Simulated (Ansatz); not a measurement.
PtC (zinc blende, F-43m) at seven volumes, the program Ansatz at the PBE level (PAW), scaled uniformly. One row is withheld.

```
V (Å³/atom)  P (GPa)
-----------  -------
11.949         25.70
12.343         15.62
12.737          7.14
13.131         -0.01
13.525             ?
13.919        -11.06
14.313        -15.29
```

**Question.** Fit the shown pressures and predict the withheld one.

**Answer.** Third-order Birch–Murnaghan: P = (3/2)B₀(x^(7/2) − x^(5/2))[1 + (3/4)(B′ − 4)(x − 1)] with x = (V₀/V)^(2/3). Least squares on the six rows gives V₀ = 13.131 Å³/atom, B₀ = 217.7 GPa, B′ = 4.75. At V = 13.525, x = 0.9805 and P = -6.00 GPa. The run itself gave -6.02 GPa.

The start of the workflow was typed in or built on a structure type; neither database checked (COD, Materials Project) lists it. Whether it is the stable phase at ambient conditions was not checked. The PBE relaxation kept the symmetry of its start; its stability against distortions is not shown here. No spin polarisation was allowed. Its formation energy is positive at this level, so the cell may be metastable or incomplete. Spin–orbit coupling is left out wherever it is not named.

Potentials: the earlier of the program's two PAW sets.
